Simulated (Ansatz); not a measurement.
CsPbCl3 (cubic perovskite, Pm-3m) under volume change, LDA in the plane-wave PAW code Ansatz, scaled uniformly.

```tsv
V (Å³/atom)	E − E(relaxed) (meV/atom)	P (GPa)
30.559	(withheld)	(withheld)
31.566	12.5	2.10
32.574	(withheld)	(withheld)
33.581	0.0	0.00
34.589	2.6	-0.81
35.596	9.9	-1.49
36.604	21.2	-2.07
```

Q: What belongs in the gaps?

A: 
- 30.559, E − E(relaxed) (meV/atom): 29.8
- 30.559, P (GPa): 3.46
- 32.574, E − E(relaxed) (meV/atom): 2.9
- 32.574, P (GPa): 0.96

Q: What does a third-order Birch–Murnaghan fit give for V₀, B₀ and B′?

A: V₀ = 33.58 Å³/atom, B₀ = 29.4 GPa, B′ = 4.7.

This is a known high-temperature phase of the composition, computed here at zero pressure and temperature. The LDA relaxation kept the symmetry of its start. At this level the phase is dynamically unstable (imaginary phonons). Spin–orbit coupling is left out wherever it is not named.

Potentials: the later of the program's two PAW sets.
